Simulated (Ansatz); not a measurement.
**Rb₄CaSe₄O₁₄: ⁸⁵Rb nuclear quadrupole resonance**

Cell: a computed structure from the Materials Project (it need not be an observed phase), taken as it stands.

```
Rb Ca Se O
1.0
     7.67398    0.00000    0.00000
    -0.51366    8.10327    0.00000
    -0.20690   -3.51030    8.01733
Rb Ca Se O
4 1 4 14
Direct
  0.27905 0.18152 0.59108
  0.15223 0.44907 0.25659
  0.67618 0.74466 0.31843
  0.80288 0.55842 0.75099
  0.54515 0.09313 0.92958
  0.32775 0.69455 0.78870
  0.15843 0.88272 0.15998
  0.63379 0.30592 0.33261
  0.88622 0.08555 0.76957
  0.45354 0.59837 0.87780
  0.99759 0.72243 0.09381
  0.52537 0.33143 0.16296
  0.04560 0.24476 0.86672
  0.15759 0.56977 0.67672
  0.31860 0.83758 0.26348
  0.80926 0.46057 0.38126
  0.69969 0.18170 0.74730
  0.42922 0.82549 0.70692
  0.10225 0.08977 0.25342
  0.49685 0.39741 0.48942
  0.94574 0.94520 0.58479
  0.25670 0.89372 0.96972
  0.81698 0.97711 0.89065
```

Atom numbers follow the list; atoms alike are taken as one site, whose name carries the number of the first.

Computed with Ansatz: DFT, PBE, plane waves and PAW, scalar-relativistic, 420 eV cutoff, Γ-centred 5×5×4 k-points, Fermi–Dirac smearing 0.05 eV.

⁸⁵Rb: I = 5/2, Q = 276.0 mb (year-2017 value). Static lattice, zero field.

Q: At which frequencies do the ⁸⁵Rb NQR lines lie?

A: For I = 5/2 and η = 0 the lines are 3|C_Q|/20 and twice that; η pulls their ratio below 2. At large η the states mix, and weaker lines appear at sums of the main ones; lines under 5 % of the strongest are left out.

```tsv
site	atoms	V_zz (10²¹ V/m²)	C_Q (MHz)	η	line frequencies (MHz)
Rb1	1	-7.31	-48.8	0.78	11.1, 13.4, 24.5
Rb2	2	-3.61	-24.1	0.55	4.63, 6.86
Rb3	3	4.40	29.3	0.59	5.83, 8.30
Rb4	4	-3.38	-22.6	0.79	5.16, 6.18, 11.3
```

Q: And for ⁸⁷Rb (I = 3/2, Q = 133.5 mb) on Rb1?

A: C_Q scales with Q to -23.6 MHz, with lines at 12.9 MHz.

The largest force is 0.4 eV/Å, so the atoms aren't at the calculated equilibrium and relaxing them would move these values. Without spin–orbit coupling (the program notes it for Rb) the gradients are little affected as a rule: paired runs on crystals with a gap mostly move them by under 2 % at such atoms.
